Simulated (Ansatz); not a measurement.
# Two states of GdB$_{2}$

```yaml
crystal:
  lattice:
    - [1.63882, 2.83852, 0.00000]
    - [-1.63882, 2.83852, 3.89165]
    - [3.27765, 0.00000, 3.89165]
  atoms:
    - { symbol: B, position: [0.25000, 0.41670, 0.08330] }
    - { symbol: B, position: [0.75000, 0.91670, 0.58330] }
    - { symbol: B, position: [0.24995, 0.08335, 0.41665] }
    - { symbol: B, position: [0.74995, 0.58335, 0.91665] }
    - { symbol: Gd, position: [0.00000, 0.00000, 0.00000] }
    - { symbol: Gd, position: [0.50000, 0.50000, 0.50000] }
```

The numbers come from plane-wave PAW DFT (Ansatz): r2SCAN, with U = 7.79 eV and J = 0.52 eV on Gd f (all-electron-ortho-atomic projectors), 500 eV, 6×6×6 Γ-centred k points, cold occupations (width 0.261 eV). Nothing was relaxed.

State A: Gd5 up, Gd6 down (collinear spin). State B: Gd5 up, Gd6 up (collinear spin).

**Question.** Compare the two self-consistent states.

**Answer.** State B is lower by 16.8 meV an atom at zero smearing; in free energy at this smearing B lies -17.5 meV an atom from A.

```tsv
state	free energy (meV/atom)	largest moment in a small sphere (μB)	net moment (μB/cell)	gap on mesh (eV)	pressure (GPa)	largest force (eV/Å)
A	17.5	7.07	0.00	metal	7.4	0.04
B	0.0	7.14	14.98	metal	6.6	0.01
```

Origin: a database entry at a rescaled volume. Caveats: the k mesh is coarse if the cell is a metal; wide smearing.
